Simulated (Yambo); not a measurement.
**FeP₂: sweep of GW parameters**

G0W0@PBEsol for FeP$_{2}$ (space group Pnnm, No. 58) in Yambo. Reference settings: 2×2×4 Γ-centred k mesh, bands 9 to 150 and a 8 Ry block in the screening, 150 bands in G with the Bruneval-Gonze terminator, plasmon pole fitted at 27.2 eV. The PBEsol gap Γ → (0, 0, 0.25) on this mesh is 0.36 eV; G0W0 gaps are taken between the same points.

```tsv
change from the reference	G0W0 gap Γ → (0, 0, 0.25) (eV)	shift of the valence edge (eV)	rough Yambo cost
reference settings	0.41	0.63	1
63 bands in W, 63 bands in G	0.45	0.76	about 1/3
88 bands in W, 88 bands in G	0.43	0.69	within a factor of two
wavefunctions cut at 30 Ry	0.37	1.00	within a factor of two
44 bands in W, 44 bands in G, 3 Ry block	0.90	0.58	about 1/5
44 bands in W, 44 bands in G, 2 Ry block	1.06	0.43	about 1/5
44 bands in W, 44 bands in G, 6 Ry block	0.51	0.85	about 1/4
63 bands in W, 63 bands in G, 2 Ry block	1.03	0.38	about 1/3
88 bands in W, 88 bands in G, 3 Ry block	0.85	0.49	about 1/2
88 bands in W, 88 bands in G, 5 Ry block	0.49	0.69	about 1/2
88 bands in W, 88 bands in G, 6 Ry block	0.44	0.71	about 1/2
119 bands in W, 119 bands in G, 5 Ry block	0.48	0.66	within a factor of two
119 bands in W, 119 bands in G, 6 Ry block	0.43	0.68	within a factor of two
6 Ry block	0.42	0.66	within a factor of two
44 bands in W, 44 bands in G, 3 Ry block, no terminator	0.94	0.82	about 1/4
```

The reference isn't shown to be the converged limit. Costs are rough (shared machines), scaled to the same edge states, and given only for runs that recompute the screening.

Geometry of the Materials Project entry, not relaxed at this level; primitive cell a = 4.918 Å, b = 5.627 Å, c = 2.715 Å, α = β = γ = 90.00°.

The structure is a Materials Project entry; no match was found in the copy of COD used, and its stability was not checked.

The runs are not spin-polarised; magnetic order was not tried.

A shift is the quasiparticle energy of the state minus its PBEsol energy.
